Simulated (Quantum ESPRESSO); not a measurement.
# Planted mistakes on one cell of Si2PAlC4

The results below are calculated, not measured. They come from pw.x of Quantum ESPRESSO 7.5, a plane-wave density functional program, with PseudoDojo standard norm-conserving files (v0.5 for PBE, v0.4.1 for LDA and PBEsol). The cells are made up: elements, strain and atom displacements were drawn at random, and nothing was relaxed. There is no spin polarisation, spin-orbit coupling or dispersion term.

The cell has 8 sites of a zincblende or diamond lattice. Sites 1 to 4 hold Si P Al Si; sites 5 to 8 hold C C C C. Cell vectors in Å: (4.369, 0.051, -0.077); (0.051, 4.362, -0.012); (-0.077, -0.012, 4.342). Settings: PBE, cutoff 1116 eV, 4 x 4 x 4 k mesh shifted by half a step, Fermi-Dirac smearing of 0.025 eV.

The intended run has a self-consistency threshold of 1e-07 eV, a smearing term of 0.000 eV, a pressure of 7.96 GPa and 11 iterations. Each further run changes one thing: all lengths scaled by 1.0129; atoms of sites 4 and 5 exchanged; cutoff 662 eV; files of LDA; k mesh 1 x 1 x 1; one electron removed; smearing 0.57 eV; threshold 0.4 eV. A coarse mesh keeps the shift, and a charged cell sits in a uniform background.

| run | change of free energy (eV) | smearing term -TS (eV) | change of P (GPa) | largest change of a force component (eV/Å) | iterations |
| --- | --- | --- | --- | --- | --- |
| A | -0.079 | 0.000 | -7.99 | 0.291 | 12 |
| B | 9.207 | 0.000 | 5.84 | 0.726 | 12 |
| C | 0.832 | 0.000 | -6.01 | 0.021 | 12 |
| D | 0.016 | 0.000 | -0.18 | 0.089 | 4 |
| E | 10.588 | -0.001 | 30.24 | 8.530 | 11 |
| F | -5.438 | 0.000 | -8.53 | 0.072 | 12 |
| G | -0.245 | -0.836 | 0.51 | 0.239 | 11 |
| H | -9.156 | -0.010 | -24.43 | 0.376 | 12 |

A rerun of the intended cell at 1347 eV and k mesh 6 x 6 x 6 moved values by no more than 0.007 eV in the cell's energy, 0.07 GPa in stress and 0.003 eV/Å in force.

Question: which change belongs to which run?

## Worked reading

Run D has the fewest iterations, as a run stopped early does. Run G has the largest smearing term, as wide smearing gives. Run A changes the volume by a factor of 1.0392; minus its pressure change over the logarithm of that factor, 208 GPa, is a rough bulk modulus with clamped atoms. Energies from files of another functional, or of a charged cell, have another zero and say nothing on stability; the pressure of a charged cell rests on the program's zero of potential too.

## Key

```
run                            change
  A      all lengths scaled by 1.0129
  B                  k mesh 1 x 1 x 1
  C                     cutoff 662 eV
  D                  threshold 0.4 eV
  E  atoms of sites 4 and 5 exchanged
  F                      files of LDA
  G                  smearing 0.57 eV
  H              one electron removed
```